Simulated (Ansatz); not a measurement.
# Data sheet: Te2Pd (DFT)

Te$_{2}$Pd:
```cif
data_PdTe2
_chemical_formula_sum 'Pd1 Te2'
_space_group_name_H-M_alt 'P 1'
_space_group_IT_number 1
_cell_length_a 6.06529
_cell_length_b 6.06529
_cell_length_c 6.06529
_cell_angle_alpha 37.393
_cell_angle_beta 37.393
_cell_angle_gamma 37.393
loop_
_space_group_symop_operation_xyz
  'x, y, z'
loop_
_atom_site_label
_atom_site_type_symbol
_atom_site_fract_x
_atom_site_fract_y
_atom_site_fract_z
_atom_site_occupancy
Pd1 Pd 0.00000 0.00000 0.00000 1
Te1 Te 0.24918 0.24918 0.24918 1
Te2 Te 0.75082 0.75082 0.75082 1
```

Space group R-3m (No. 166); conventional cell a = b = 3.8886 Å, c = 16.9035 Å, α = β = 90.00°, γ = 120.00°.

Method: plane-wave PAW LDA (Ansatz code). Structure relaxed to zero pressure with the same functional. Other levels are named where they apply.

### Cell and energy

- Volume per atom = 24.59 Å³
- Density = 8.14 g/cm³
- Formation energy from the elements (no fitted shifts) = -0.29 eV/atom

### Electronic structure

- Electronic character: metallic (no gap)
- Density of states at the Fermi level: 0.49 states/eV per atom (mean over ±0.08 eV)

### Mechanics

- Bulk modulus (Birch–Murnaghan fit) = 41.2 GPa
- Pressure derivative B′ = 8.4

### Phonons

- Highest zone-centre frequency = 193 cm⁻¹
- Zone-centre stability = no imaginary mode at Γ

A made-up cell: these elements were put on the sites of a structure type; neither database checked (COD, Materials Project) lists it. COD files the formula under space group No. 164, so this cell is another polymorph or a model. Whether it is the stable phase at ambient conditions was not checked. Symmetry was held in the LDA relaxation. No spin polarisation was allowed. A crystal of weakly bound layers computed without a dispersion correction: the cell and the soft elastic constants depend strongly on that. As this level gives no gap, phonon frequencies hold no LO–TO term and depend on the k-mesh and smearing (Fermi–Dirac, 0.1 eV here). The references are the lowest solids computed at this level, not always the standard phases. Spin–orbit coupling is left out wherever it is not named.

Potentials: the earlier of the program's two PAW sets.
